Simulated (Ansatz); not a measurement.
One stationary structure of TiAl. Space group P4/mmm (No. 123), AFLOW prototype AB_tP2_123_a_d (L1_0, as in CuAu). Method: PBEsol (plane waves to 420 eV, PAW, scalar-relativistic; Ansatz, an electronic-structure program).

```xyz
2
Lattice="2.7973 0.0000 0.0000 0.0000 2.7973 0.0000 0.0000 0.0000 4.0324" Properties=species:S:1:pos:R:3 pbc="T T T"
Al     0.0000     0.0000     0.0000
Ti     1.3987     1.3987     2.0162
```

```json
{
 "volume_per_atom": "15.78 Å³",
 "band_gap": "zero (metallic)",
 "shortest_distances": "Al–Al 2.80 Å; Ti–Ti 2.80 Å; Al–Ti 2.82 Å",
 "k-mesh": "17×17×12"
}
```

Band energies at high-symmetry points (eV from the Fermi level; labels of this space group; no spin-orbit coupling), from −5 eV up to 3.7 eV:

```json
[
 {"point": "Γ", "energies": "-1.93 -0.87 -0.31 2.24 2.24 3.41"},
 {"point": "X", "energies": "-4.60 -4.55 -1.75 -0.26 1.77 2.62"},
 {"point": "M", "energies": "-3.27 -0.45 -0.43 -0.43 -0.23 -0.23"},
 {"point": "Z", "energies": "-0.70 0.65 1.87 1.87 3.42"},
 {"point": "R", "energies": "-4.97 -2.96 -1.21 -1.11 1.41 1.82 2.38"},
 {"point": "A", "energies": "-2.62 -2.32 -2.32 1.94 2.21 2.71"}
]
```

No spin polarisation in the result.

It was reached from a disturbed copy of a R-3m (No. 166) cell (AFLOW prototype AB_hR2_166_a_b (L1_1, as in CuPt)), against which it lies -0.22 eV/atom.

The first start was generated by placing the elements on the sites of a structure type. A measured structure of TiAl has the same space group, P4/mmm (No. 123); the sites were not compared with it.
